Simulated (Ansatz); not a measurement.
Here is the system:

Sn:
```cif
data_Sn2
_chemical_formula_sum 'Sn2'
_space_group_name_H-M_alt 'P 1'
_space_group_IT_number 1
_cell_length_a 3.35864
_cell_length_b 3.35864
_cell_length_c 5.66991
_cell_angle_alpha 90.000
_cell_angle_beta 90.000
_cell_angle_gamma 120.000
loop_
_space_group_symop_operation_xyz
  'x, y, z'
loop_
_atom_site_label
_atom_site_type_symbol
_atom_site_fract_x
_atom_site_fract_y
_atom_site_fract_z
_atom_site_occupancy
Sn1 Sn 0.33333 0.66667 0.75000 1
Sn2 Sn 0.66667 0.33333 0.25000 1
```

This is the PBE-relaxed structure.

Question: All from PBE (plane waves, PAW; program Ansatz), unless another level is named. Predict the density of states at the Fermi level.

Answer: 0.52 states/eV per atom (mean over ±0.08 eV).

Question: Give the gap with spin–orbit coupling.

Answer: none (metallic).

Space group P6_3/mmc (hcp (Mg type)). The start of the workflow was typed in or built on a structure type; neither database checked (COD, Materials Project) lists it. It is not the phase usual at ambient conditions (space group No. 141). The PBE relaxation kept the symmetry of its start; its stability against distortions is not shown here. Spin–orbit coupling is left out wherever it is not named.

Potentials: the earlier of the program's two PAW sets.
